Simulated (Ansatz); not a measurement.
From barrier to diffusion: Au in Si

Theory: DFT PBE, scalar-relativistic, plane waves, PAW (Ansatz). Settings: 420 eV cutoff, 2×2×2 k-mesh, Gaussian smearing of 0.02 eV, no spin polarisation.

Host crystal, relaxed:

```cif
data_structure
_symmetry_space_group_name_H-M 'P 1'
_symmetry_Int_Tables_number 1
_cell_length_a 3.8679
_cell_length_b 3.8679
_cell_length_c 3.8679
_cell_angle_alpha 60.000
_cell_angle_beta 60.000
_cell_angle_gamma 60.000
_cell_volume 40.92
loop_
_atom_site_label
_atom_site_type_symbol
_atom_site_fract_x
_atom_site_fract_y
_atom_site_fract_z
_atom_site_occupancy
Si1 Si 0.75000 0.75000 0.75000 1
Si2 Si 0.50000 0.50000 0.50000 1
```

In a supercell of 16 host sites with charge +1, interstitial Au hops to an equivalent place, moving 1.66 Å. Climbing-image nudged elastic band at fixed cell; the order of the saddle wasn't checked, and the small cell leaves errors of about a tenth of an eV.

Spin-orbit coupling is left out, which matters for the bands and energies of heavy elements.

```tsv
image	path (Å)	E − E(0) (eV)
0	0.00	0.000
1	0.56	0.120
2	1.12	0.328
3	1.68	0.120
4	2.23	0.000
```

Task: What are the barriers forward and back, and what attempt frequency does the shape suggest?

Result: Forward 0.33 eV, back 0.33 eV, the ends being level. For a sinusoidal profile E_b sin²(πx/l), with the Au atom alone moving, ν = (1/l)√(E_b/2m) = 1.7×10¹² s⁻¹, within an order of magnitude of the customary 10¹³ s⁻¹; a true prefactor needs the vibrations at the minimum and at the saddle.

Task: With ν = 10¹³ s⁻¹, give the forward jump rate along this one path, the wait 1/k for that jump, the diffusivity D ≈ l²k and the distance √(Dt) covered in an hour at 300, 600 and 1000 K, taking the host as solid throughout.

Result: k = ν exp(−E_b/k_BT):
| T (K) | k (1/s) | wait (s) | D (cm²/s) | √(Dt) in 1 h (nm) |
| --- | --- | --- | --- | --- |
| 300 | 3.1×10⁷ | 3.2×10⁻⁸ | 8.6×10⁻⁹ | 5.6×10⁴ |
| 600 | 1.8×10¹⁰ | 5.7×10⁻¹¹ | 4.9×10⁻⁶ | 1.3×10⁶ |
| 1000 | 2.2×10¹¹ | 4.5×10⁻¹² | 6.2×10⁻⁵ | 4.7×10⁶ |

D = l²k holds for six equivalent jumps in three dimensions (z l²k/6) and is a scale otherwise. Long-range transport needs a connected net of such jumps, and traps slow it. D is that of an interstitial already there. An error of 0.1 eV in the barrier changes k by a factor of 48 at 300 K and 3.2 at 1000 K.

Cost: 1 run of about 0.93 core-minutes, on AMD EPYC 9R45 (Zen 5) (shared hosts).